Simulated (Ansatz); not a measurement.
## Mg2Sc3CrS8: field gradients at two levels of theory

Cell: a Materials Project structure (computed, not necessarily an observed phase).

Space group R-3m:H (No. 166); a = 7.4915, c = 18.2246 Å, γ = 120.00°.

| site | Wyckoff | site symmetry | x | y | z |
| --- | --- | --- | --- | --- | --- |
| Mg | 6c | 3m | 0.0000 | 0.0000 | 0.1254 |
| Sc | 9e | .2/m | 0.6667 | 0.8333 | 0.3333 |
| Cr | 3b | -3m | 0.0000 | 0.0000 | 0.5000 |
| S7 | 18h | .m | 0.3040 | 0.1520 | 0.4183 |
| S9 | 6c | 3m | 0.0000 | 0.0000 | 0.7422 |

One atom of each set is listed; the run and its k-mesh use a cell of 14 atoms with edges of 7.46, 7.46, 7.46 Å.

First run. Computed with Ansatz: DFT, PBE, plane waves and PAW, scalar-relativistic, collinear spin, 420 eV cutoff, Γ-centred 5×5×5 k-points, Fermi–Dirac smearing 0.02 eV. Start moments as typed (μB): 3 on each Cr, none on the rest.

| site | V_zz (10²¹ V/m²) | η | m (μB) |
| --- | --- | --- | --- |
| Mg | 0.11 | 0.00 | 0.00 |
| Sc | 0.83 | 0.35 | 0.01 |
| Cr | 0.71 | 0.00 | 2.71 |
| S7 | 5.09 | 0.47 | -0.02 |
| S9 | 1.55 | 0.00 | 0.00 |

Second run. The same atoms and settings, except that a Hubbard term is added (U = 2.5 eV on Cr d).

Task: Given the first result, estimate the second.

Result: 

```tsv
site	V_zz	η	change of V_zz	m (μB)
Mg	0.12	0.00	+0.01	0.00
Sc	0.90	0.24	+0.07	0.01
Cr	0.49	0.00	-0.22	2.90
S7	5.29	0.47	+0.20	-0.04
S9	1.54	0.00	-0.01	0.00
```

The largest change of V_zz is on Cr, from 0.71 to 0.49. In per cent, |V_zz| changes by +8 on Sc, -31 on Cr, -1 to +4 on S (all sites that start above 0.5). The absolute magnetisation of the cell goes from 3.6 to 3.9 μB.

All moments are parallel here, as the start or the cell imposes; many such compounds order antiparallel, where fields and spin densities carried over to other atoms largely cancel. The magnetic order is the one that the run reached from its start moments, not necessarily the measured one.
